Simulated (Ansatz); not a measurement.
**Ni (Fm-3m): exchange couplings and spin waves by the force theorem**

Method: DFT, PBE, PAW with Ansatz's default frozen-core files, scalar-relativistic in Ansatz.

Command: `ansatz run input.yaml --threads 2 --pin off --max-ram 5120MiB --backend cpu --events-out ev --progress --plain --runs-dir out`

```yaml
crystal:
  lattice:
    - [0.0, 1.761935, 1.761935]
    - [1.761935, 0.0, 1.761935]
    - [1.761935, 1.761935, 0.0]
  atoms:
    - { symbol: Ni, position: [0.0, 0.0, 0.0], spin: 0.6 }
magnetization:
  spin_polarized: true
kpoints:
  mp_grid: { grid: [16, 16, 16] }
  band_path:
    path:
      - [0.0, 0.0, 0.0]
      - [0.5, 0.0, 0.5]
      - [0.625, 0.25, 0.625]
      - [0.375, 0.375, 0.75]
      - [0.0, 0.0, 0.0]
      - [0.5, 0.5, 0.5]
      - [0.5, 0.25, 0.75]
      - [0.5, 0.0, 0.5]
    npoints: 8
scf:
  occupations: { method: fermi_dirac, width: 0.1 }
  lower_state_search: "off"
hamiltonian:
  xc: pbe
  pseudopotentials: { kind: paw }
output:
  eigenvalues: false
  eigenstates:
    nscf_kmesh: { grid: [16, 16, 16] }
    top_band: c10
    exchange_couplings: { magnetic: [{ species: Ni }] }
```

Log:

```
settings of this run that can trade accuracy for cost: output.eigenvalues: false. Do not mix this run's numbers with those of runs without the same settings; the input reference describes each key
Engine: ansatz 0.2.0
Pseudopotentials: kind: paw
Pseudopotential: Ni, paw, valence charge 18, recommended cutoff 420 eV (normal), Ni.paw.azcp
Functional definition: PBE
  parameter kappa = 0.804
  parameter beta = 0.06672455060314922
  exchange = pbe_x(kappa = kappa, mu = beta*pi^2/3)
  correlation = pbe_c(beta = beta)
Crystal: 1 atoms, lattice volume = 10.940 Å³
Basis set: ecut = 420 eV, 181 PW (Γ)
Bands: 14, of which v1, the nominal top of the filled ones, is band 9 counted from 1 (8 counted from 0)
Symmetry: 48 space group operations
Space group: Fm-3m (ITA 225), of the structure as read, at distance tolerance 2.2e-5 Å
Magnetic group: BNS 225.116 (UNI 1618), of the structure as read, at distance tolerance 2.2e-5 Å
k-points: 145 of 4096
Non-local potential: Ni, projectors of the file, l = 0: 3, l = 1: 2, l = 2: 3, l = 3: 1
PAW form: soft (Blöchl's): semilocal exchange-correlation on the pseudo side does not see the compensation charge
PAW one-centre angular grid: Ni, 590 points (default); XC on 64 Gauss nodes
Initial density: superposition of atomic densities (chi_scale 0.1, normalization cell)
Starting moments: Σ|m| = 0.6 μB on 1 of 1 site
Initial wavefunctions: pseudopotential atomic-orbital guess
Functional: x = pbe(κ = 0.804, μ = 0.2195149727645171), c = pbe(β = 0.06672455060314922)
iter 1 solved again at ethr=3.29e-4 eV; its pass at ethr=3.10e-3 eV (dr2=5.91e-2 eV) is discarded
SCF iter   1: F=—  HF=-5839.735054 eV  |F-HF|=—  |Δ(HF+E_count)|=         —  Δρ=2.82e-2 (↑2.82e-2 ↓1.31e-2)  dr2=5.78e-2  dr2_m=1.63e-2  M=0.562 μB ∫|m|=0.585 μB  β_m=1.00  ethr=3.29e-4  ⟨swp⟩=1.0  Hψ=27667  notcnv=0
preconditioner: auto → none  [metal: Δε(μ)=0.005 eV  Ē_g=16.640 eV  σ=0.100 eV  W_gap=0.01  n_scr=0 (ndim 8)  ℏωp=35.5 eV  f_vac=0.000  D(μ)=1.82/eV (n_scr^D=26)]
SCF iter   2: F=—  HF=-5839.735171 eV  |F-HF|=—  |Δ(HF+E_count)|=   1.17e-4  Δρ=9.85e-3 (↑7.70e-3 ↓9.85e-3)  dr2=2.74e-3  dr2_m=3.76e-3  M=0.571 μB ∫|m|=0.627 μB  β_m=1.00  ethr=3.21e-4  ⟨swp⟩=2.4  Hψ=6838  notcnv=0
SCF iter   3: F=—  HF=-5839.735849 eV  |F-HF|=—  |Δ(HF+E_count)|=   6.78e-4  Δρ=8.41e-3 (↑8.41e-3 ↓5.69e-3)  dr2=6.28e-3  dr2_m=5.01e-4  M=0.576 μB ∫|m|=0.642 μB  β_m=1.00  ethr=1.52e-5  ⟨swp⟩=2.3  Hψ=7414  notcnv=0
SCF iter   4: F=—  HF=-5839.740672 eV  |F-HF|=—  |Δ(HF+E_count)|=   4.82e-3  Δρ=2.33e-3 (↑2.33e-3 ↓1.01e-3)  dr2=1.32e-4  dr2_m=2.70e-4  M=0.582 μB ∫|m|=0.653 μB  β_m=0.30  ethr=1.52e-5  ⟨swp⟩=2.0  Hψ=7851  notcnv=0
Mixer restart at iter 4: flushing history
spin-set hold released at iteration 4 (site moments contracting): the magnetisation degrees of freedom join the quasi-Newton model from the next iteration; the mixer history was flushed
SCF iter   5: F=—  HF=-5839.744040 eV  |F-HF|=—  |Δ(HF+E_count)|=   3.37e-3  Δρ=2.38e-3 (↑2.38e-3 ↓2.30e-3)  dr2=4.70e-6  dr2_m=5.48e-4  M=0.587 μB ∫|m|=0.661 μB  β_m=0.59  ethr=7.35e-7  ⟨swp⟩=2.0  Hψ=5381  notcnv=0
SCF iter   6: F=—  HF=-5839.748522 eV  |F-HF|=—  |Δ(HF+E_count)|=   4.48e-3  Δρ=5.11e-3 (↑5.11e-3 ↓1.29e-3)  dr2=2.26e-3  dr2_m=4.20e-4  M=0.602 μB ∫|m|=0.685 μB  β_m=0.59  ethr=2.61e-8  ⟨swp⟩=3.0  Hψ=9654  notcnv=0
SCF iter   7: F=—  HF=-5839.748377 eV  |F-HF|=—  |Δ(HF+E_count)|=   1.45e-4  Δρ=4.62e-3 (↑6.30e-4 ↓4.62e-3)  dr2=1.52e-3  dr2_m=4.49e-4  M=0.610 μB ∫|m|=0.696 μB  β_m=0.59  ethr=2.61e-8  ⟨swp⟩=3.0  Hψ=9909  notcnv=0
SCF iter   8: F=—  HF=-5839.748212 eV  |F-HF|=—  |Δ(HF+E_count)|=   1.65e-4  Δρ=1.87e-3 (↑1.96e-4 ↓1.87e-3)  dr2=2.26e-4  dr2_m=8.28e-5  M=0.611 μB ∫|m|=0.699 μB  β_m=0.79  ethr=2.61e-8  ⟨swp⟩=2.6  Hψ=8060  notcnv=0
SCF iter   9: F=—  HF=-5839.748190 eV  |F-HF|=—  |Δ(HF+E_count)|=   2.20e-5  Δρ=4.33e-4 (↑4.48e-5 ↓4.33e-4)  dr2=1.22e-5  dr2_m=4.38e-6  M=0.612 μB ∫|m|=0.700 μB  β_m=0.90  ethr=2.61e-8  ⟨swp⟩=2.0  Hψ=6723  notcnv=0
SCF iter  10: F=—  HF=-5839.748189 eV  |F-HF|=—  |Δ(HF+E_count)|=   1.29e-6  Δρ=5.05e-5 (↑5.14e-6 ↓5.05e-5)  dr2=1.66e-7  dr2_m=5.95e-8  M=0.612 μB ∫|m|=0.701 μB  β_m=0.95  ethr=2.61e-8  ⟨swp⟩=2.3  Hψ=5687  notcnv=0
SCF iter  11: F=-5839.748189 eV  HF=-5839.748189 eV  |F-HF|=4.64e-10  |Δ(HF+E_count)|=   1.31e-8  Δρ=3.33e-6 (↑5.49e-7 ↓3.33e-6)  dr2=6.68e-10  dr2_m=3.20e-10  M=0.612 μB ∫|m|=0.701 μB  ethr=5.56e-10  ⟨swp⟩=3.2  Hψ=11513  notcnv=0
SCF 1 converged in 11 iterations: F = -5839.748189 eV  dr2 = 6.68e-10
  greatest PAW one-centre occupation: 1.001 electrons in one spin orbital (limit 2), on the Ni atom at site 0 (counted from 0), in its partial waves of l = 1
NSCF: frozen V_eff on 57 k-points
NSCF: frozen V_eff on 145 k-points
Exchange couplings: 0 of 2 parts done
Exchange couplings: 1 of 2 parts done
Exchange couplings: 0 of 6 parts done
Exchange couplings: 1 of 6 parts done
Exchange couplings: 2 of 6 parts done
Exchange couplings: 3 of 6 parts done
Exchange couplings: 4 of 6 parts done
Exchange couplings: 5 of 6 parts done
SCF converged after 11 iterations
Magnetization: 0.6120 μB (9.3060 up, 8.6940 down)
Absolute magnetization: 0.7017 μB (∫|ρ↑−ρ↓|, with the PAW one-centre terms)
Spin contamination: 0.0067 ħ² per cell (⟨S²⟩ above its minimum at these occupations)
Per-site moments (μB) at R_I (Å): [(0.6499929057756024, 1.0278478538706837)]
Free energy (F): -5839.748189 eV
Harris-Foulkes:  -5839.748189 eV  (|F-HF|=4.64e-10)
Internal energy: -5839.694154 eV  (E = F + TS)
E sigma→0 (E₀):  -5839.721172 eV
Entropy (-TS):   -0.054034 eV (-54.034 meV/atom)
Fermi energy:    18.051899 eV
--- Per-component energies (eV) ---
  E_band       = -286.208179
  E_kinetic    = 282.013573
  E_local      = -3446.189187  (includes V_loc(G=0)·N_el)
  E_nonlocal   = 635.654653
  E_hartree    = 1438.380622
  E_xc         = -84.741455
  E_vxc        = -109.270190  (∫ρ·V_xc dr)
  E_paw        = -1629.711520  (= ΣΔE_a)
  E_vpaw       = -525.180851  (= ΣTr[D̂ρ^β])
  E_aug_tail   = 0.000603  (compensation charges beyond the density's cutoff)
  E_ewald      = -3035.101444
  E_smearing   = -0.054034  (= −TS)
  E_closure    = -0.000000  (closes the sum)
  Σ components = -5839.748189   (vs F -5839.748189, Δ=0.00e0)
--- Band table (eV; the first three rows and the last of 290) ---
  k-point 0 ↑: bands = ["-85.5864", "-45.8466", "-45.8466", "-45.8466", "8.9714", "15.6324", "15.6324", "15.6324", "16.7993", "16.7993", "41.5038", "45.4310", "45.4310", "45.4310"]
  k-point 1 ↑: bands = ["-85.5852", "-45.8548", "-45.8478", "-45.8478", "9.1238", "15.5928", "15.6665", "15.6665", "16.7848", "16.7848", "40.9834", "43.6101", "45.0208", "45.0208"]
  k-point 2 ↑: bands = ["-85.5816", "-45.8782", "-45.8511", "-45.8511", "9.5724", "15.4887", "15.7526", "15.7526", "16.7572", "16.7572", "38.6237", "42.5454", "44.3178", "44.3178"]
  k-point 144 ↓: bands = ["-84.7250", "-45.1941", "-45.1941", "-45.1322", "14.6632", "15.5710", "15.5710", "17.2973", "18.4460", "25.8683", "25.8683", "28.0917", "29.1233", "48.0888"]
settings of this run that can trade accuracy for cost: output.eigenvalues: false. Do not mix this run's numbers with those of runs without the same settings; the input reference describes each key
```

exchange_couplings.tsv:

```
# site	partner	cell_1	cell_2	cell_3	displacement_x_ang	displacement_y_ang	displacement_z_ang	distance_ang	coupling_mev
# format = ansatz-exchange-couplings/3
# nscf_kmesh_grid = 16 16 16
# n_bands = 19
# mesh_fermi_ev = 18.052
# occupation_method = fermi_dirac
# smearing_width_ev = 0.1
# xc_rung = gga
# a1_ang = 0 1.7619 1.7619
# a2_ang = 1.7619 0 1.7619
# a3_ang = 1.7619 1.7619 0
# atom = 0 Ni magnetic 0 0 0 0.61241 0.27739 0.0031229 1
# moments = constrained
# kernel_scale = 1.0003
# constrained_moments_mub = 0.64814
# turning_moments_mub = 0.61241
# field_residual = 0.0013441
# moved_by_upper_bands = 0.0050946
# mean_field_moved_by_upper_bands = 0.0036074
# mean_field_temperature_k = 551.09
# mean_field_q_frac = 0 0 0
# ordering_temperature_k = 444.57
# no_stiffness = unsettled
# whole_within_ang = 19.934
0	0	-1	0	0	0	-1.7619	-1.7619	2.4918	5.4127
0	0	-1	0	1	1.7619	0	-1.7619	2.4918	5.4127
0	0	-1	1	0	1.7619	-1.7619	0	2.4918	5.4127
0	0	0	-1	0	-1.7619	0	-1.7619	2.4918	5.4127
0	0	0	-1	1	0	1.7619	-1.7619	2.4918	5.4127
0	0	0	0	-1	-1.7619	-1.7619	0	2.4918	5.4127
0	0	0	0	1	1.7619	1.7619	0	2.4918	5.4127
0	0	0	1	-1	0	-1.7619	1.7619	2.4918	5.4127
0	0	0	1	0	1.7619	0	1.7619	2.4918	5.4127
0	0	1	-1	0	-1.7619	1.7619	0	2.4918	5.4127
0	0	1	0	-1	-1.7619	0	1.7619	2.4918	5.4127
0	0	1	0	0	0	1.7619	1.7619	2.4918	5.4127
0	0	-1	-1	1	0	0	-3.5239	3.5239	-0.98199
0	0	-1	1	-1	0	-3.5239	0	3.5239	-0.98199
0	0	-1	1	1	3.5239	0	0	3.5239	-0.98199
0	0	1	-1	-1	-3.5239	0	0	3.5239	-0.98199
0	0	1	-1	1	0	3.5239	0	3.5239	-0.98199
0	0	1	1	-1	0	0	3.5239	3.5239	-0.98199
0	0	-2	0	1	1.7619	-1.7619	-3.5239	4.3158	0.47204
0	0	-2	1	0	1.7619	-3.5239	-1.7619	4.3158	0.47204
0	0	-2	1	1	3.5239	-1.7619	-1.7619	4.3158	0.47204
[...]
```

magnon_bands.tsv:

```
# distance_inv_ang	q_1	q_2	q_3	is_on_mesh	least_cost_mev	mode	energy_mev	sense
# format = ansatz-magnon-bands/1
# nscf_kmesh_grid = 16 16 16
# whole_turn_by_bands_mev = 1.5614
# magnetic_atoms = 0
# least_rotation_mev = 3.8741
# least_rotation_q_frac = 0 0 0.0625
# least_rotation_pattern = 1 0
0	0	0	0	1	0	1	0	1
0.22288	0.0625	0	0.0625	1	5.0749	1	33.147	1
0.44576	0.125	0	0.125	1	17.528	1	114.49	1
0.66864	0.1875	0	0.1875	1	36.702	1	239.72	1
0.89152	0.25	0	0.25	1	57.792	1	377.47	1
1.1144	0.3125	0	0.3125	1	77.016	1	503.03	1
1.3373	0.375	0	0.375	1	92.051	1	601.23	1
1.5602	0.4375	0	0.4375	1	100.46	1	656.14	1
1.783	0.5	0	0.5	1	102.75	1	671.09	1
1.8618	0.51562	0.03125	0.51562	0	102.67	1	670.59	1
1.9406	0.53125	0.0625	0.53125	0	102.42	1	668.95	1
2.0194	0.54688	0.09375	0.54688	0	101.86	1	665.32	1
2.0982	0.5625	0.125	0.5625	1	100.7	1	657.71	1
2.177	0.57812	0.15625	0.57812	0	98.649	1	644.33	1
2.2558	0.59375	0.1875	0.59375	0	95.994	1	626.99	1
2.3346	0.60938	0.21875	0.60938	0	93.735	1	612.23	1
2.4134	0.625	0.25	0.625	1	92.825	1	606.29	1
2.5499	0.59375	0.26562	0.64062	0	92.278	1	602.71	1
2.6864	0.5625	0.28125	0.65625	0	90.474	1	590.93	1
2.8229	0.53125	0.29688	0.67188	0	86.834	1	567.16	1
2.9594	0.5	0.3125	0.6875	1	84.528	1	552.1	1
3.0959	0.46875	0.32812	0.70312	0	86.834	1	567.16	1
3.2323	0.4375	0.34375	0.71875	0	90.474	1	590.93	1
3.3688	0.40625	0.35938	0.73438	0	92.278	1	602.71	1
3.5053	0.375	0.375	0.75	1	92.825	1	606.29	1
3.7417	0.32812	0.32812	0.65625	0	92.04	1	601.16	1
3.9781	0.28125	0.28125	0.5625	0	82.395	1	538.16	1
4.2145	0.23438	0.23438	0.46875	0	67.311	1	439.64	1
4.4509	0.1875	0.1875	0.375	1	51.721	1	337.81	1
4.6873	0.14062	0.14062	0.28125	0	35.544	1	232.16	1
4.9237	0.09375	0.09375	0.1875	0	18.535	1	121.06	1
5.1601	0.046875	0.046875	0.09375	0	5.5425	1	36.201	1
5.3965	0	0	0	1	0	1	0	1
5.5895	0.0625	0.0625	0.0625	1	3.8741	1	25.304	1
5.7825	0.125	0.125	0.125	1	13.562	1	88.583	1
5.9756	0.1875	0.1875	0.1875	1	27.507	1	179.66	1
6.1686	0.25	0.25	0.25	1	41.187	1	269.01	1
[...]
```

In the table E = −Σ J e_i·e_j over ordered pairs, so positive J favours parallel moments; the file's long notes are left out. Convergence in k wasn't tested.

Site moments (μB): Ni 0.65. Cell moment 0.61 μB.

The magnetic group in the log treats spin as a scalar label, without spin–orbit coupling.

The Ansatz runs typed with the search for lower states off end where their start leads. None of this fixes the real material's magnetic order: only patterns that fit the cell were computed, without spin fluctuations and on one mesh and smearing, with a functional that can overstate moments.

It took 95 s on 2 threads of Arm Neoverse V2, on a shared host, peak memory 0.77 GiB.
